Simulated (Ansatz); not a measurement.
This Bi2Te3 structure is the end of a relaxation. It was relaxed at this level from a cell as deposited in COD.

Theory: Ansatz, DFT PBE, scalar-relativistic, plane waves, PAW. Cutoff 420 eV, Γ-centred mesh, Gaussian smearing, no spin polarisation.

```
Bi Te
1.0
     2.22344    1.28370   10.72010
    -2.22344    1.28370   10.72010
     0.00000   -2.56740   10.72010
Bi Te
2 3
Direct
  0.39723 0.39723 0.39723
  0.60277 0.60277 0.60277
  0.00000 0.00000 0.00000
  0.21601 0.21601 0.21601
  0.78399 0.78399 0.78399
```

Formation energies are uncorrected and refer to the elements' standard structures at the same level.

Task: What space group does it have?

Result: R-3m (No. 166), the tetradymite type. Conventional cell: a = 4.447 Å, c = 32.160 Å. Bi is surrounded by 3 Te at 3.09 Å and 3 Te at 3.29 Å; Te on a site of symmetry -3m is surrounded by 6 Bi at 3.29 Å; Te on a site of symmetry 3m has 3 Bi at 3.09 Å.

Task: What is its formation energy per atom?

Result: −0.241 eV/atom. Whether it is stable depends on the other phases of the system, which aren't compared here.

Task: Is it a metal?

Result: No, the gap on the 12×12×12 mesh is 0.55 eV.

The last run used a 12×12×12 mesh for its 5-atom cell and Gaussian smearing of 0.02 eV. Weakly bound directions are ill-defined at this level, which has no dispersion term. Spin–orbit coupling, which can matter for Bi and Te, is left out. Kohn–Sham gaps at this level usually fall short of measured ones. The missing spin–orbit coupling can work the other way here. The reference form of Te is held partly by dispersion forces, which this level lacks. A structure relaxed within its symmetry needn't be a true minimum.
